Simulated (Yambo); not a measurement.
```xyz
2
Lattice="0.0000 3.1854 3.1854 3.1854 0.0000 3.1854 3.1854 3.1854 0.0000" Properties=species:S:1:pos:R:3 pbc="T T T"
K      0.0000     0.0000     0.0000
Br     3.1854     3.1854     3.1854
```

KBr (rock salt, space group Fm-3m, No. 225): G0W0@LDA in Yambo (4×4×4 Γ-centred k mesh, 125 bands and a 8 Ry block in the screening, 125 bands in G with the Bruneval-Gonze terminator, plasmon pole fitted at 27.2 eV) on wavefunctions from Quantum ESPRESSO. With the symmetry operations that carry no fractional translation, the mesh has 8 irreducible k points, and the gap Γ → Γ is 7.129 eV.

Task: What changes when point-group symmetry is switched off and time reversal alone is kept?

Result: The mesh then has 36 irreducible points. The exact result doesn't change; the run gives 7.135 eV, and the difference is numerical residue, whose source wasn't traced. Rough time against the symmetric run: about 4× for the empty bands, about 3× for Yambo (2 states against 4).

Spin-orbit coupling is not included.

Geometry relaxed with LDA.
